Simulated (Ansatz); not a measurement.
Input:

Ta3Re:
```yaml
crystal:
  lattice:
    - [0.00000, 3.23370, 3.23370]
    - [3.23370, 0.00000, 3.23370]
    - [3.23370, 3.23370, 0.00000]
  atoms:
    - { symbol: Ta, position: [0.25000, 0.25000, 0.25000] }
    - { symbol: Ta, position: [0.75000, 0.75000, 0.75000] }
    - { symbol: Ta, position: [0.50000, 0.50000, 0.50000] }
    - { symbol: Re, position: [0.00000, 0.00000, 0.00000] }
```

This is the r²SCAN-relaxed structure.

Task: All from the program Ansatz at the r²SCAN level (PAW), unless another level is named. Give the formation energy from the elements (no fitted shifts).

Result: -0.25 eV/atom.

Task: What about the density of states at the Fermi level?

Result: 0.76 states/eV per atom (mean over ±0.08 eV).

Space group Fm-3m. The first step of the workflow began from a Materials Project structure, measured or hypothetical; the Crystallography Open Database copy checked does not list it. With Ta and Re taken as one species the cell has the higher symmetry Im-3m, so it may be an ordered model of a mixed-site phase. Whether it is the stable phase at ambient conditions was not checked. The r²SCAN relaxation kept the symmetry of its start; whether a distortion lowers the energy is not shown. No spin polarisation was allowed. The references are the lowest solids computed at this level, not always the standard phases. Scalar-relativistic: spin–orbit coupling is off unless named, which matters more the heavier the elements.

Potentials: the later of the program's two PAW sets.
